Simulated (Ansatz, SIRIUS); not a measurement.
# Ta3N: programs and potentials compared

```
CELL_PARAMETERS angstrom
3.03222 0.00000 0.00000
-1.51611 2.62598 0.00000
0.00000 0.00000 7.52414
ATOMIC_POSITIONS crystal
Ta 0.67856 0.35183 0.82240
Ta 0.34771 0.66490 0.17549
Ta 0.99945 0.00065 0.49519
N 0.99628 0.01546 0.99323
```

The cell comes from a database or a generator and needn't be the stable form of this composition.

Atoms were shifted at random by some hundredths of an Å from the given cell, which wasn't relaxed again for these runs.

Alike in all runs: task single point; functional PBEsol; k mesh 10 × 10 × 4; occupations fermi-dirac, width 0.05 eV; no spin polarisation; no spin-orbit coupling. A missing gap at this level doesn't show that the real crystal is a metal. Pressure is positive in compression and, in plane waves, holds the error of the finite cutoff, which Ansatz's Pulay term estimates and takes out.

```csv
program and potentials,plane-wave cutoff (eV),notes,band gap (eV),pressure (GPa),largest force (eV/Å)
"Ansatz, Ansatz PAW",420,"potentials made for PBE, which Ansatz adapts in part",?,?,?
"Ansatz, all-electron LAPW, scalar-relativistic",-,-,no gap,-8.17,1.163
"SIRIUS, PseudoDojo 0.4.1 PBEsol standard (scalar relativistic)",1152,-,no gap,-8.23,1.162
```

Question: Estimate from the other rows what the run with Ansatz, Ansatz PAW gave.

Answer: No band gap; pressure -8.23 GPa; largest force 1.166 eV/Å. Its pressure holds a Pulay term of +0.21 GPa. The other rows, which needn't bracket it: pressure -8.23 to -8.17; largest force 1.162 to 1.163.
